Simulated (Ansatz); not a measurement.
# SiC: zone-centre modes

Theory: DFT r2SCAN, scalar-relativistic, plane waves, PAW (Ansatz). Cutoff 500 eV, Γ-centred 12×12×6 k-points, Gaussian smearing of 0.05 eV. No spin polarisation.

Zero of the scan (as given, not relaxed at this level):

```xyz
4
Lattice="3.0760 0.0000 0.0000 -1.5380 2.6639 0.0000 0.0000 0.0000 5.0480" Properties=species:S:1:pos:R:3 pbc="T T T"
Si    0.0000    1.7759    0.0000
Si    1.5380    0.8880    2.5240
C     0.0000    1.7759    1.9435
C     1.5380    0.8880    4.4675
```

Harmonic modes by finite displacements of 0.02 Å, without the LO–TO term.

(1) At this geometry, is the structure stable against these modes?

(2) List the wavenumbers in cm⁻¹.

Results:

(1) Yes: no mode is imaginary beyond 10 cm⁻¹, and only the three translations lie near zero.

(2) 0, 0, 0, 274, 274, 566, 695, 802, 802, 806, 838, 838.

Cost: 1 run of about 0.5 core-minutes, on AMD EPYC 9R45 (Zen 5) (shared hosts).